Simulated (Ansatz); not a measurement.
Ga:
```cif
data_Ga8
_chemical_formula_sum 'Ga8'
_space_group_name_H-M_alt 'Cmce'
_space_group_IT_number 64
_space_group_name_Hall '-C 2ac 2'
_cell_length_a 4.47932
_cell_length_b 7.59626
_cell_length_c 4.48580
_cell_angle_alpha 90.000
_cell_angle_beta 90.000
_cell_angle_gamma 90.000
loop_
_atom_site_label
_atom_site_type_symbol
_atom_site_symmetry_multiplicity
_atom_site_Wyckoff_symbol
_atom_site_fract_x
_atom_site_fract_y
_atom_site_fract_z
_atom_site_occupancy
Ga1 Ga 8 f 0.00000 0.34406 0.41663 1
```
(The calculation used a cell of 4 atoms; values per cell refer to that cell.)

Relaxed with PBEsol.

Question: Which orbitals make up the states near the Fermi level in the program Ansatz at the PBEsol level (PAW)?

Answer: Within 0.5 eV of the Fermi level: Ga 4p 81 %, Ga 4s 17 %. Projections are on Löwdin-orthogonalised atomic valence shells; empty p or d shells of many metals are not among them.

Question: Tabulate the density of states.

Answer: States/eV per cell of 4 atoms, in 0.25 eV bins, energy from the Fermi level.

| E (eV) | total | Ga 4p | Ga 4s | Ga 3d |
|---|---|---|---|---|
| -7.85 | 0.87 | 0.42 | 0.44 | 0.01 |
| -7.60 | 0.90 | 0.42 | 0.46 | 0.01 |
| -7.35 | 1.01 | 0.47 | 0.53 | 0.01 |
| -7.10 | 1.13 | 0.53 | 0.59 | 0.01 |
| -6.85 | 1.11 | 0.52 | 0.57 | 0.01 |
| -6.60 | 0.87 | 0.41 | 0.45 | 0.01 |
| -6.35 | 0.79 | 0.38 | 0.39 | 0.01 |
| -6.10 | 1.13 | 0.57 | 0.55 | 0.01 |
| -5.85 | 1.12 | 0.57 | 0.54 | 0.01 |
| -5.60 | 1.20 | 0.62 | 0.56 | 0.01 |
| -5.35 | 1.26 | 0.66 | 0.58 | 0.01 |
| -5.10 | 1.22 | 0.63 | 0.57 | 0.01 |
| -4.85 | 1.19 | 0.61 | 0.56 | 0.01 |
| -4.60 | 1.13 | 0.57 | 0.54 | 0.01 |
| -4.35 | 1.09 | 0.55 | 0.52 | 0.01 |
| -4.10 | 0.95 | 0.51 | 0.43 | 0.01 |
| -3.85 | 0.90 | 0.51 | 0.38 | 0.01 |
| -3.60 | 1.02 | 0.66 | 0.35 | 0.01 |
| -3.35 | 1.30 | 0.87 | 0.42 | 0.01 |
| -3.10 | 1.50 | 1.04 | 0.45 | 0.01 |
| -2.85 | 1.36 | 0.99 | 0.36 | 0.01 |
| -2.60 | 1.35 | 1.02 | 0.31 | 0.01 |
| -2.35 | 1.36 | 1.06 | 0.28 | 0.01 |
| -2.10 | 1.45 | 1.17 | 0.27 | 0.01 |
| -1.85 | 1.64 | 1.36 | 0.26 | 0.01 |
| -1.60 | 1.93 | 1.64 | 0.27 | 0.01 |
| -1.35 | 2.11 | 1.83 | 0.26 | 0.01 |
| -1.10 | 1.87 | 1.62 | 0.24 | 0.01 |
| -0.85 | 1.62 | 1.40 | 0.21 | 0.01 |
| -0.60 | 1.44 | 1.23 | 0.19 | 0.01 |
| -0.35 | 1.18 | 1.00 | 0.17 | 0.01 |
| -0.10 | 0.83 | 0.68 | 0.13 | 0.00 |
| 0.15 | 0.50 | 0.40 | 0.09 | 0.00 |
| 0.40 | 0.78 | 0.59 | 0.17 | 0.00 |
| 0.65 | 1.33 | 0.92 | 0.37 | 0.01 |
| 0.90 | 1.71 | 1.07 | 0.58 | 0.01 |
| 1.15 | 2.26 | 1.40 | 0.78 | 0.01 |
| 1.40 | 1.99 | 1.29 | 0.63 | 0.01 |
| 1.65 | 1.78 | 1.21 | 0.51 | 0.01 |
| 1.90 | 1.46 | 1.00 | 0.41 | 0.01 |
| 2.15 | 1.44 | 0.99 | 0.39 | 0.01 |
| 2.40 | 1.73 | 1.21 | 0.44 | 0.01 |
| 2.65 | 1.74 | 1.24 | 0.42 | 0.01 |
| 2.90 | 1.92 | 1.36 | 0.45 | 0.01 |
| 3.15 | 1.95 | 1.39 | 0.45 | 0.01 |
| 3.40 | 1.79 | 1.29 | 0.39 | 0.01 |
| 3.65 | 1.77 | 1.31 | 0.34 | 0.01 |
| 3.90 | 2.04 | 1.51 | 0.38 | 0.01 |
| 4.15 | 1.78 | 1.30 | 0.34 | 0.00 |
| 4.40 | 1.96 | 1.44 | 0.33 | 0.00 |

The PBEsol relaxation kept the symmetry of its start. Spin–orbit coupling is left out wherever it is not named.

Potentials: the earlier of the program's two PAW sets.
